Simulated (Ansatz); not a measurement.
Input:

ScSi:
```cif
data_Sc4Si4
_chemical_formula_sum 'Sc4 Si4'
_space_group_name_H-M_alt 'Cmcm'
_space_group_IT_number 63
_space_group_name_Hall '-C 2c 2'
_cell_length_a 3.99622
_cell_length_b 9.89750
_cell_length_c 3.66183
_cell_angle_alpha 90.000
_cell_angle_beta 90.000
_cell_angle_gamma 90.000
loop_
_atom_site_label
_atom_site_type_symbol
_atom_site_symmetry_multiplicity
_atom_site_Wyckoff_symbol
_atom_site_fract_x
_atom_site_fract_y
_atom_site_fract_z
_atom_site_occupancy
Sc1 Sc 4 c 0.00000 0.13914 0.75000 1
Si1 Si 4 c 0.00000 0.58078 0.25000 1
```
(The calculation used a cell of 4 atoms; values per cell refer to that cell.)

This is the r²SCAN-relaxed structure.

Question: All from r²SCAN (plane waves, PAW; program Ansatz), unless another level is named. Predict the bulk modulus (Birch–Murnaghan fit).

Answer: 107 GPa.

Question: And the highest zone-centre frequency?

Answer: 393 cm^-1.

The first step of the workflow began from a Materials Project structure, measured or hypothetical; the Crystallography Open Database copy checked does not list it. Whether it is the stable phase at ambient conditions was not checked. Symmetry was held in the r²SCAN relaxation; whether a distortion lowers the energy is not shown. No spin polarisation was allowed. As this level gives no gap, phonon frequencies hold no LO–TO term and depend on the k-mesh and smearing (Fermi–Dirac, 0.1 eV here).

Potentials: the earlier of the program's two PAW sets.
